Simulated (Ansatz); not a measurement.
Sn:
```cif
data_Sn8
_chemical_formula_sum 'Sn8'
_space_group_name_H-M_alt 'P 1'
_space_group_IT_number 1
_cell_length_a 6.87485
_cell_length_b 6.87485
_cell_length_c 6.87485
_cell_angle_alpha 110.370
_cell_angle_beta 110.370
_cell_angle_gamma 110.370
loop_
_space_group_symop_operation_xyz
  'x, y, z'
loop_
_atom_site_label
_atom_site_type_symbol
_atom_site_fract_x
_atom_site_fract_y
_atom_site_fract_z
_atom_site_occupancy
Sn1 Sn 0.06334 0.74805 0.57207 1
Sn2 Sn 0.93666 0.25195 0.42793 1
Sn3 Sn 0.57207 0.06334 0.74805 1
Sn4 Sn 0.42793 0.93666 0.25195 1
Sn5 Sn 0.74805 0.57207 0.06334 1
Sn6 Sn 0.25195 0.42793 0.93666 1
Sn7 Sn 0.72115 0.72115 0.72115 1
Sn8 Sn 0.27885 0.27885 0.27885 1
```

Relaxed with PBEsol.

Question: Decompose the optical modes at the zone centre into irreducible representations, and say which are infrared and Raman allowed.

Answer: Point group -3: Γ_opt = 4Ag + 3Au + 4Eg + 3Eu. Infrared: Au, Eu. Raman: Ag, Eg.

Question: Assign frequencies (DFPT, DFT-PBEsol in the program Ansatz with PAW potentials).

Answer: Au 10, Eu 28, Ag 34, Eg 39, Au 60, Eg 112, Ag 121, Eu 128, Ag 138, Au 145, Eg 150, Ag 156, Eg 177, Eu 177 cm⁻¹.

Space group R-3. The start of the workflow was typed in or built on a structure type; neither database checked (COD, Materials Project) lists it. It is not the phase usual at ambient conditions (space group No. 141). The cell was relaxed with PBEsol under the symmetry of its start; its stability against distortions is not shown here. The volume moved by -18 % from the start of the relaxation. As this level gives no gap, phonon frequencies hold no LO–TO term and depend on the k-mesh and smearing (Fermi–Dirac, 0.1 eV here). Spin–orbit coupling is left out wherever it is not named.

Potentials: the earlier of the program's two PAW sets. The files were generated under PBE; for other functionals the program regenerates the frozen cores, and for LDA and PBEsol the local potential too.
